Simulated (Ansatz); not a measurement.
Geometry optimisation in Ansatz: input, command and trajectory.

```yaml
crystal:
  lattice:
    - [0.0, 3.2064870538, 3.2064870538]
    - [3.2064870538, 0.0, 3.2064870538]
    - [3.2064870538, 3.2064870538, 0.0]
  atoms:
    - { symbol: Sn, position: [0.0, 0.0, 0.0] }
    - { symbol: Te, position: [0.5, 0.5, 0.5] }
basis:
  ecutwfc: 420
kpoints:
  mp_grid: { grid: [10, 10, 10] }
hamiltonian:
  xc: pbe
  dispersion: d3bj
scf:
  occupations: { method: gaussian, width: 0.01 }
output:
  forces: true
  stress: true
  eigenvalues: true
relax:
  adjacent_minimum: "off"
  f_tol: 0.005
  max_steps: 50
  cell: { stress_tol: 0.05 }
```

```bash
ansatz run input.yaml --threads 1 --pin off --max-ram 2560MiB --backend cpu --events-out ev --progress --plain --runs-dir out
```

The calculation used Ansatz 0.2.0, DFT PBE+D3(BJ), scalar-relativistic, plane waves, PAW.

Of 5 frames 5 are shown, positions in Å and forces in eV/Å; the SCF threshold varies from step to step. Steps run on the plane waves of an earlier cell, with a Pulay correction in the pressure. The basis is chosen afresh for the last frame, the zero of the energies, and at times for earlier ones too; energy and pressure step there, also at an unchanged geometry.

```xyz
2
Lattice="0.0000 3.2065 3.2065 3.2065 0.0000 3.2065 3.2065 3.2065 0.0000" Properties=species:S:1:pos:R:3:forces:R:3 pbc="T T T" step=1 free_energy_over_end_meV_per_atom=10.05 pressure_GPa=-1.90
Sn    0.0000    0.0000    0.0000    0.0000    0.0000    0.0000
Te    3.2065    3.2065    3.2065    0.0000    0.0000    0.0000
2
Lattice="0.0000 3.1463 3.1463 3.1463 0.0000 3.1463 3.1463 3.1463 0.0000" Properties=species:S:1:pos:R:3:forces:R:3 pbc="T T T" step=2 free_energy_over_end_meV_per_atom=-0.05 pressure_GPa=0.35
Sn    0.0000    0.0000    0.0000    0.0000    0.0000    0.0000
Te    3.1463    3.1463    3.1463    0.0000    0.0000    0.0000
2
Lattice="0.0000 3.1554 3.1554 3.1554 0.0000 3.1554 3.1554 3.1554 0.0000" Properties=species:S:1:pos:R:3:forces:R:3 pbc="T T T" step=3 free_energy_over_end_meV_per_atom=-0.25 pressure_GPa=-0.05
Sn    0.0000    0.0000    0.0000    0.0000    0.0000    0.0000
Te    3.1554    3.1554    3.1554    0.0000    0.0000    0.0000
2
Lattice="0.0000 3.1543 3.1543 3.1543 0.0000 3.1543 3.1543 3.1543 0.0000" Properties=species:S:1:pos:R:3:forces:R:3 pbc="T T T" step=4 free_energy_over_end_meV_per_atom=-0.27 pressure_GPa=0.00
Sn    0.0000    0.0000    0.0000    0.0000    0.0000    0.0000
Te    3.1543    3.1543    3.1543    0.0000    0.0000    0.0000
2
Lattice="0.0000 3.1543 3.1543 3.1543 0.0000 3.1543 3.1543 3.1543 0.0000" Properties=species:S:1:pos:R:3:forces:R:3 pbc="T T T" step=5 free_energy_over_end_meV_per_atom=0.00 pressure_GPa=0.00
Sn    0.0000    0.0000    0.0000    0.0000    0.0000    0.0000
Te    3.1543    3.1543    3.1543    0.0000    0.0000    0.0000
```

The run took 15 s on 1 thread of Arm Neoverse V2, with other jobs on the host, peak memory 0.37 GiB.

An atom lies near a switch of its D3 coefficient C6 between reference coordination numbers, so the dispersion energy changes steeply there and can make or shift the minimum.